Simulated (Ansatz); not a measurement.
LiF:
```
CELL_PARAMETERS angstrom
      3.08134     0.00000     0.00000
     -1.54067     2.66852     0.00000
      0.00000     0.00000     4.78693
ATOMIC_POSITIONS crystal
  Li 0.33333 0.66667 0.38238
  Li 0.66667 0.33333 0.88238
  F  0.33333 0.66667 0.99261
  F  0.66667 0.33333 0.49261
```

Relaxed with r²SCAN. Special points in fractions of this cell's reciprocal vectors: Γ (0.000, 0.000, 0.000); M (0.500, 0.000, 0.000); K (0.333, 0.333, 0.000); A (0.000, 0.000, 0.500); L (0.500, 0.000, 0.500); H (0.333, 0.333, 0.500).

### Question
List the band energies nearest the valence-band maximum at these points for plane-wave PAW r²SCAN (Ansatz code).

### Answer
In eV from the valence-band maximum; about four levels below and three above (degenerate sets whole), none deeper than 8.9 eV; … stands for higher levels left out; points with the same levels are listed once.

```
k                          below          above
-  -----------------------------  -------------
Γ   -0.51 -0.51 -0.19 -0.19 0.00   8.58 13.11 …
M        -1.07 -1.04 -0.55 -0.41  12.06 13.21 …
K  -1.18 -1.18 -1.02 -0.65 -0.65  12.87 14.25 …
A        -0.35 -0.35 -0.35 -0.35  10.35 10.35 …
L        -0.73 -0.73 -0.57 -0.57  12.08 12.08 …
H        -1.37 -1.37 -0.37 -0.37  13.37 13.37 …
```

Space group P6_3mc (wurtzite). The workflow started from a Materials Project entry (that database holds measured and hypothetical structures alike); the Crystallography Open Database copy checked does not list it. It is not the phase usual at ambient conditions (space group No. 225). The cell was relaxed with r²SCAN under the symmetry of its start; phonons on a q-mesh show no instability.

Potentials: the later of the program's two PAW sets.
